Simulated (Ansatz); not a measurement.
MgO in space group P6_3mc (No. 186; Mg on 2b, Mg on 2a, O on 2b, O on 2a), plane-wave PAW r²SCAN (Ansatz code). The conduction-band minimum lies at Γ, with 1 equivalent valley. Second derivatives d²E/dk² of the lowest band at one valley (eV·Å²), along Cartesian directions:

| direction | d²E/dk² |
|---|---|
| [100] | 21.17 |
| [010] | 21.17 |
| [001] | 21.29 |
| [110] | 21.17 |
| [101] | 21.23 |
| [011] | 21.23 |

Problem. Find the principal effective masses, the density-of-states mass and the conductivity mass.

Solution. Off-diagonal terms follow from H_xy = H[110] − (H_xx + H_yy)/2, and m*/mₑ = 7.620 eV·Å² over each eigenvalue: 0.36, 0.36, 0.36. One valley's DOS mass (m₁m₂m₃)^(1/3) = 0.36, conductivity mass 3/(Σ 1/mᵢ) = 0.36 mₑ.

Problem. What effective density of states Nc follows at 300 K for parabolic valleys?

Solution. Nc = 2.509e19 × 1 × (0.36)^(3/2) ≈ 5.4e18 cm⁻³.

The workflow started from a Materials Project entry (that database holds measured and hypothetical structures alike); the Crystallography Open Database copy checked does not list it. It is not the phase usual at ambient conditions (space group No. 225). The r²SCAN relaxation kept the symmetry of its start; its stability against distortions is not shown here.

Potentials: the later of the program's two PAW sets.

Edges and masses are those of Kohn–Sham bands, whose gap is no quasiparticle gap.
